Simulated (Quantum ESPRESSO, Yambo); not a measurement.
## Levels of theory for the gap of AlO$_{2}$H

AlO$_{2}$H (space group Pmn2_1, No. 31): one geometry, one set of PBEsol (pw.x of Quantum ESPRESSO, ONCV potentials, scalar-relativistic) orbitals, self-energies from Yambo (4×4×4 Γ-centred k mesh, 112 bands and a 8 Ry block in the screening, 112 bands in G with the Bruneval-Gonze terminator, plasmon pole fitted at 27.2 eV).

The geometry is that of Materials Project entry mp-23807, symmetrised and not relaxed again.

| level | gap Γ → Γ (eV) | rough Yambo cost |
|---|---|---|
| PBEsol (Quantum ESPRESSO) | 5.60 | – |
| exchange only (Hartree-Fock self-energy on PBEsol orbitals) | 16.02 | about 1/10 (14 states) |
| static COHSEX@PBEsol | 9.09 | within a factor of two (2 states) |
| G0W0@PBEsol, plasmon pole | 7.95 | 1 (14 states) |

Bare exchange has no screening and gives the widest gap; static COHSEX screens it but leaves out the frequency dependence, which G0W0 restores.

Costs are rough ratios of core time on shared machines.

Convergence of the G0W0 settings was not tested.
